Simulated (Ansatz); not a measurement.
An Ansatz input:

```yaml
crystal:
  lattice:
    - [-2.0386686829, 2.0386686829, 2.0386686829]
    - [2.0386686829, -2.0386686829, 2.0386686829]
    - [2.0386686829, 2.0386686829, -2.0386686829]
  atoms:
    - { symbol: Yb, position: [0.0, 0.0, 0.0] }
hamiltonian:
  xc: r2scan
  pseudopotentials:
    kind: paw
    azcp:
      Yb: "pseudopotentials/Yb.paw.azcp"
basis:
  ecutwfc: 500
  fft_grid_basis: typed
kpoints:
  mp_grid: { grid: [6, 6, 6], shift: [0, 0, 0] }
magnetization:
  spin_polarized: false
scf:
  occupations: { method: fermi_dirac, width: 0.1 }
```

Terminal output

```
Engine: ansatz 0.2.0, aarch64-unknown-linux-gnu
Pseudopotentials: kind: paw
Pseudopotential: Yb, paw, valence charge 24, recommended cutoff 500 eV (meta_gga) 
Functional definition: r2SCAN
  parameter k0 = 0.174
  parameter k1 = 0.065
  parameter a1 = 4.9479
  exchange = r2scan_x(k0 = k0, k1 = k1, a1 = a1)
  correlation = r2scan_c
Crystal: 1 atoms, lattice volume = 33.892 Å³
Basis set: ecut = 500 eV, 887 PW (Γ), exchange–correlation on 108×108×108 points (64 copies of the dense FFT grid, shifted against one another)
Bands: 16, of which v1, the nominal top of the filled ones, is band 12 counted from 1 (11 counted from 0)
Symmetry: 48 space group operations
Space group: Im-3m (ITA 229), of the structure as read, at distance tolerance 3.2e-5 Å
k-points: 16 of 216
Non-local potential: Yb, projectors of the file, l = 0: 3, l = 1: 2, l = 2: 2, l = 3: 3
PAW form: soft (Blöchl's): semilocal exchange-correlation on the pseudo side does not see the compensation charge
PAW frozen core: Yb, regenerated for the run's functional (the file was generated under x = pbe(κ = 0.804, μ = 0.2195149727645171), c = pbe(β = 0.06672455060314922))
PAW one-centre angular grid: Yb, 2702 points (default); XC on 160 Gauss nodes
Initial density: superposition of atomic densities (neutral atoms: chi_scale 0, normalization atom), corrected by the library's trained network
Initial wavefunctions: pseudopotential atomic-orbital guess
Functional: x = r2scan, c = r2scan; τ floored in thin density (d = 2e-4 eV/Å³)
SCF iter   1: F=—  HF=-13805.943158 eV  |F-HF|=—  |Δ(HF+E_count)|=         —  Δρ=3.99e-2  dr2=4.63e-1  dr2_τ=1.51e-3  ethr=1.77e-3  ⟨swp⟩=5.4  Hψ=1150  notcnv=0
SCF iter   2: F=—  HF=-13809.212875 eV  |F-HF|=—  |Δ(HF+E_count)|=    3.27e0  Δρ=4.75e-1  dr2=6.20e1  dr2_τ=6.02e-2  ethr=1.77e-3  ⟨swp⟩=4.5  Hψ=727  notcnv=0  defer=9  recentre
SCF iter   3: F=—  HF=-13805.924015 eV  |F-HF|=—  |Δ(HF+E_count)|=    3.29e0  Δρ=3.21e-2  dr2=2.97e-1  dr2_τ=1.27e-3  ethr=1.77e-3  ⟨swp⟩=3.0  Hψ=678  notcnv=0
SCF iter   4: F=—  HF=-13805.888692 eV  |F-HF|=—  |Δ(HF+E_count)|=   3.53e-2  Δρ=1.29e-2  dr2=5.03e-2  dr2_τ=2.42e-4  ethr=1.24e-3  ⟨swp⟩=2.8  Hψ=533  notcnv=0
SCF iter   5: F=—  HF=-13805.886071 eV  |F-HF|=—  |Δ(HF+E_count)|=   2.62e-3  Δρ=2.40e-3  dr2=1.66e-3  dr2_τ=8.26e-5  ethr=2.10e-4  ⟨swp⟩=1.8  Hψ=393  notcnv=0
SCF iter   6: F=—  HF=-13805.893854 eV  |F-HF|=—  |Δ(HF+E_count)|=   7.78e-3  Δρ=1.85e-2  dr2=9.80e-2  dr2_τ=6.48e-5  ethr=6.93e-6  ⟨swp⟩=2.0  Hψ=469  notcnv=0
SCF iter   7: F=—  HF=-13805.887590 eV  |F-HF|=—  |Δ(HF+E_count)|=   6.26e-3  Δρ=7.95e-3  dr2=1.66e-2  dr2_τ=4.44e-5  ethr=6.93e-6  ⟨swp⟩=2.1  Hψ=437  notcnv=0
SCF iter   8: F=—  HF=-13805.888073 eV  |F-HF|=—  |Δ(HF+E_count)|=   4.83e-4  Δρ=8.49e-3  dr2=2.00e-2  dr2_τ=1.46e-5  ethr=6.93e-6  ⟨swp⟩=1.0  Hψ=360  notcnv=0
SCF iter   9: F=—  HF=-13805.886646 eV  |F-HF|=—  |Δ(HF+E_count)|=   1.43e-3  Δρ=2.67e-3  dr2=1.94e-3  dr2_τ=3.69e-6  ethr=6.93e-6  ⟨swp⟩=2.8  Hψ=482  notcnv=0
SCF iter  10: F=—  HF=-13805.886502 eV  |F-HF|=—  |Δ(HF+E_count)|=   1.44e-4  Δρ=1.34e-4  dr2=5.39e-6  dr2_τ=1.66e-8  ethr=6.93e-6  ⟨swp⟩=1.0  Hψ=264  notcnv=0
SCF iter  11: F=—  HF=-13805.886501 eV  |F-HF|=—  |Δ(HF+E_count)|=   1.19e-6  Δρ=3.14e-5  dr2=2.20e-7  dr2_τ=3.32e-8  ethr=2.25e-8  ⟨swp⟩=2.0  Hψ=422  notcnv=0
SCF iter  12: F=—  HF=-13805.886500 eV  |F-HF|=—  |Δ(HF+E_count)|=   1.26e-7  Δρ=2.22e-5  dr2=1.39e-7  dr2_τ=2.63e-9  ethr=4.17e-10  ⟨swp⟩=3.0  Hψ=608  notcnv=0
SCF iter  13: F=-13805.886500 eV  HF=-13805.886500 eV  |F-HF|=5.45e-9  |Δ(HF+E_count)|=   1.70e-8  Δρ=2.12e-6  dr2=1.61e-9  dr2_τ=1.52e-9  ethr=4.17e-10  ⟨swp⟩=3.0  Hψ=522  notcnv=0
SCF 1 converged in 13 iterations: F = -13805.886500 eV  dr2 = 1.61e-9
SCF converged after 13 iterations
Free energy (F): -13805.886500 eV
Harris-Foulkes:  -13805.886500 eV  (|F-HF|=5.45e-9)
Internal energy: -13805.817012 eV  (E = F + TS)
E sigma→0 (E₀):  -13805.851756 eV
Entropy (-TS):   -0.069488 eV (-69.488 meV/atom)
Fermi energy:    11.375138 eV
--- Per-component energies (eV) ---
  E_band       = 4.837653
  E_kinetic    = 355.764203
  E_local      = -6160.944882  (includes V_loc(G=0)·N_el)
  E_nonlocal   = 542.575593
  E_hartree    = 2679.885970
  E_xc         = -160.554076
  E_vxc        = -228.941903  (∫ρ·V_xc dr)
  E_paw        = -7361.894713  (= ΣΔE_a)
  E_vpaw       = 122.417779  (= ΣTr[D̂ρ^β])
  E_aug_tail   = 0.000002  (compensation charges beyond the density's cutoff)
  E_vtau       = 14.190966  (kinetic-family band-sum trace: ∫τ·v_τ [+ j·A + Jᵃ·Aᵃ] dr)
  E_ewald      = -3701.498315
  E_core_change = 0.849206  (= ΣΔE_core)
  E_smearing   = -0.069488  (= −TS)
  E_closure    = -0.000000  (closes the sum)
  Σ components = -13805.886500   (vs F -13805.886500, Δ=0.00e0)
```

Command:

```sh
ansatz run input.yaml --threads 4 --pin off --max-ram 8192MiB --backend cpu --events-out ev --progress --plain --runs-dir out
```

On 4 threads of Arm Neoverse V1 (shared host) this took about 0.88 s of wall time and 2.5 s of CPU time, with 0.34 GiB at the peak.
